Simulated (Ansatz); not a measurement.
## SnO at a changed volume — electric field gradients

The cell is a measured structure from the Crystallography Open Database (COD), relaxed with PBE at fixed cell and then changed (volume scaled by 0.98, ions relaxed).

```xyz
4
Lattice="3.7731 0.0000 0.0000 0.0000 3.7731 0.0000 0.0000 0.0000 4.8083" Properties=species:S:1:pos:R:3 pbc="T T T"
Sn    1.8866    0.0000    1.1798
Sn    0.0000    1.8866    3.6285
O     0.0000    0.0000    0.0000
O     1.8866    1.8866    0.0000
```

Sites (sets of like atoms) are named by element and the number of their first atom in this list.

The numbers come from a DFT calculation in Ansatz (PBE, plane waves and PAW, scalar-relativistic, 420 eV cutoff, Γ-centred 12×12×10 k-points, Fermi–Dirac smearing 0.05 eV).

C_Q = eQV_zz/h, which is 24.18 MHz for Q = 1 b and V_zz = 10²¹ V/m²; η = (V_xx − V_yy)/V_zz.

17O: I = 5/2, Q = -25.58 mb. Q values from Pyykkö, Mol. Phys. 116, 1328 (2018).

Task: Which values are expected at the nuclei?

Result: 

| site | atoms (order as listed) | first shell | V_xx, V_yy, V_zz (10²¹ V/m²) | η | C_Q (MHz) |
| --- | --- | --- | --- | --- | --- |
| Sn | 1, 2 | 4 O at 2.23 Å | 9.03, 9.03, -18.05 | 0.00 | – |
| O | 3, 4 | 4 Sn at 2.23 Å | -0.52, -0.52, 1.04 | 0.00 | -0.644 |

An axis of threefold or higher order runs through Sn and O, so V_zz lies along it and η is zero.

Sn has no stable isotope with a ground-state quadrupole moment in the table, so no C_Q is given.

The run finds no gap above 0.1 eV (a metal, or nearly one), so the gradients can move by 10 % or more with the k-mesh. Without spin–orbit coupling (the program notes it for Sn) the gradients can shift somewhat, as the gap is small. Semilocal functionals make gaps too small and can close them, so the real compound need not be a metal.

The relaxation (4 steps) took 29 s of wall time (29 s of CPU time) and 0.61 GiB at its peak, on 1 thread of Intel Xeon 6975P-C (Granite Rapids) (x86_64; 16 cores open to the job, memory cap 3.0 GiB, no GPU), a shared host with a load of 0.6 a core.
